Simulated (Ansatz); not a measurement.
Run on CoMo (P-6m2) — free moments

Computed with Ansatz, DFT, LDA, all-electron LAPW, scalar-relativistic.

Command: `ansatz run input.yaml --threads 1 --pin off --max-ram 3072MiB --backend cpu --events-out ev --progress --plain --runs-dir out`

```yaml
crystal:
  lattice:
    - [2.6949279053, 0.0, 0.0]
    - [-1.3474639526, 2.3338760273, 0.0]
    - [0.0, 0.0, 4.183618]
  atoms:
    - { symbol: Co, position: [0.6666666667, 0.3333333333, 0.5], spin: 0.4 }
    - { symbol: Mo, position: [0.3333333333, 0.6666666667, 0.0] }
magnetization:
  spin_polarized: true
kpoints:
  mp_grid: { grid: [14, 14, 8] }
scf:
  occupations: { method: fermi_dirac, width: 0.05 }
  lower_state_search: "off"
hamiltonian:
  xc: lda
  pseudopotentials: { kind: all_electron, lapw: { basis_error: 0.001 } }
output:
  forces: true
  stress: true
  eigenvalues: false
  populations: true
  dos: { projected: true, de: 0.1, e_range: [-8, 5] }
```

The program prints:

```
settings of this run that can trade accuracy for cost: output.eigenvalues: false. Do not mix this run's numbers with those of runs without the same settings; the input reference describes each key
Co: projections on atomic orbitals take those of the free atom 1s2 2s2 2p6 3s2 3p6 3d7 4s2, of charge +0.00 (hamiltonian.pseudopotentials.projection_atoms)
Mo: projections on atomic orbitals take those of the free atom 1s2 2s2 2p6 3s2 3p6 3d10 4s2 4p6 4d5 5s1, of charge +0.00 (hamiltonian.pseudopotentials.projection_atoms)
LAPW: plane waves up to 8.514 Å⁻¹, error target 1.0e-3 eV per atom; small_component_spin mean_spin; Co in spheres of 1.305 Å, 17 of its electrons in bands, Dirac shells []; Mo in spheres of 1.302 Å, 30 of its electrons in bands, Dirac shells [] (how accurate: hamiltonian.pseudopotentials.lapw.basis_error, Limitations)
Engine: ansatz 0.2.0
Pseudopotentials: kind: all_electron
Pseudopotential: Co, LAPW, valence charge 17, lapw/all_electron/scalar/gaussian/Co, Koelling and Harmon's equation, gaussian nucleus
Pseudopotential: Mo, LAPW, valence charge 30, lapw/all_electron/scalar/gaussian/Mo, Koelling and Harmon's equation, gaussian nucleus
Functional definition: SPW92
  exchange = slater_x
  correlation = pw_c
Crystal: 2 atoms, lattice volume = 26.313 Å³
Basis set: ecut = 276.2102770813632 eV, 287 PW (Γ), exchange–correlation at level 2
Bands: 29, of which v1, the nominal top of the filled ones, is band 24 counted from 1 (23 counted from 0)
Symmetry: 12 space group operations
Space group: P-6m2 (ITA 187), of the structure as read, at distance tolerance 3.0e-5 Å
Magnetic group: BNS 187.209 (UNI 1439), of the structure as read, at distance tolerance 3.0e-5 Å
k-points: 120 of 1568 (time reversal used)
Non-local potential: Co, projectors of the file, none
Non-local potential: Mo, projectors of the file, none
Initial density: superposition of atomic densities (chi_scale 0.1, normalization cell)
Starting moments: Σ|m| = 0.4 μB on 1 of 2 sites
[...]
  Basis errors (estimates in eV, not in F): energy 2.5e-4 per atom: plane waves 2.0e-4 (1.1e-4 summed), levels above the bands 1.1e-91, relativity 5.4e-9, radial functions 5.2e-5, core shells 6.6e-7; eigenvalues (radial functions only) 1.2e-6; not estimated: angular momenta, meshes, grids; target (lapw.basis_error) 1.0e-3; muffin-tin radii Co 1.305 Å, Mo 1.302 Å
--- Forces (eV/Å), atoms counted from 1 ---
  atom   1  Co     0.00000000     0.00000000     0.00000000
  atom   2  Mo    -0.00000000    -0.00000000     0.00000000
  max |Σ_I F_I| component: 1.56e-17 eV/Å
--- Stress (GPa, compression-positive) ---
      -12.981586       0.000000       0.000000
        0.000000     -12.981586       0.000000
        0.000000       0.000000     -13.201772
  P = ⅓ Tr σ = -13.0550 GPa (-130.550 kbar)
--- Band table (eV; the first three rows and the last of 240) ---
  k-point 0 ↑: bands = ["-353.6791", "-353.6610", "-353.6610", "-196.2380", "-196.2380", "-196.2274", "-196.2165", "-196.2165", "-73.0603", "-39.5048", "-36.7980", "-36.6746", "-36.6746", "-13.6777", "-12.7728", "-12.7728", "13.4492", "16.3600", "19.5386", "19.5386", "19.8317", "20.0749", "20.0749", "20.7081", "20.7081", "22.6490", "24.0628", "24.0628", "31.4162"]
  k-point 1 ↑: bands = ["-353.6791", "-353.6610", "-353.6610", "-196.2380", "-196.2380", "-196.2274", "-196.2165", "-196.2165", "-73.0603", "-39.5062", "-36.7960", "-36.6746", "-36.6746", "-13.6825", "-12.7729", "-12.7729", "13.6296", "16.3842", "19.4866", "19.4866", "19.7568", "20.0020", "20.0020", "20.8510", "20.8510", "22.1522", "24.0645", "24.0645", "31.9866"]
  k-point 2 ↑: bands = ["-353.6791", "-353.6610", "-353.6610", "-196.2380", "-196.2380", "-196.2274", "-196.2165", "-196.2165", "-73.0603", "-39.5096", "-36.7911", "-36.6746", "-36.6746", "-13.6940", "-12.7729", "-12.7729", "14.1461", "16.4080", "19.4053", "19.4053", "19.5605", "19.8353", "19.8353", "21.0647", "21.1542", "21.1542", "24.0556", "24.0556", "33.2149"]
  k-point 119 ↓: bands = ["-353.6821", "-353.6644", "-353.6644", "-196.2414", "-196.2414", "-196.2322", "-196.2208", "-196.2208", "-72.5384", "-39.2268", "-36.4324", "-36.1979", "-36.1810", "-13.9892", "-13.7567", "-13.4317", "17.3133", "18.1756", "18.4194", "18.8705", "19.5828", "19.7650", "21.0446", "21.1983", "21.9354", "23.8340", "26.4785", "29.9763", "30.6976"]
--- Löwdin populations: 2 sites ---
  site symbol       q [e]    m [muB]
     0     Co     26.6302     0.4394
     1     Mo     42.1389    -0.0392
  spilling = 0.003346 (of n_electrons = 69.000000)
settings of this run that can trade accuracy for cost: output.eigenvalues: false. Do not mix this run's numbers with those of runs without the same settings; the input reference describes each key
```

populations.tsv:

```
# site	symbol	l	j	q_up	q_dn
# orbitals = lowdin
# n_electrons = 69.000000
# spilling = 0.003346
# projection_atom_Co: 1s2 2s2 2p6 3s2 3p6 3d7 4s2
# projection_atom_Mo: 1s2 2s2 2p6 3s2 3p6 3d10 4s2 4p6 4d5 5s1
0	Co	0_1S	-	0.999990	0.999990
0	Co	0_2S	-	0.999515	0.999521
0	Co	0_3S	-	0.989293	0.989511
0	Co	0_4S	-	0.395019	0.400087
0	Co	1_2P	-	2.999992	2.999993
0	Co	1_3P	-	2.998591	2.998557
0	Co	2_3D	-	4.152423	3.707723
1	Mo	0_1S	-	0.999997	0.999997
1	Mo	0_2S	-	0.999904	0.999904
1	Mo	0_3S	-	0.998283	0.998283
1	Mo	0_4S	-	0.970957	0.970950
1	Mo	0_5S	-	0.422605	0.426500
1	Mo	1_2P	-	2.999999	2.999999
1	Mo	1_3P	-	2.999944	2.999945
1	Mo	1_4P	-	2.991730	2.991993
1	Mo	2_3D	-	4.999980	4.999980
1	Mo	2_4D	-	2.666439	2.701500
```

Site moments (μB): Co1 0.44, Mo2 -0.03. Cell moment 0.39 μB.

The magnetic group in the log treats spin as a scalar label, without spin–orbit coupling.

The Ansatz runs typed with the search for lower states off end where their start leads. None of this fixes the real material's magnetic order: only patterns that fit the cell were computed, at zero temperature, with a functional that can overstate moments.

It took 4.6 min on 1 thread of Arm Neoverse V1 (shared host), peak memory 0.66 GiB.
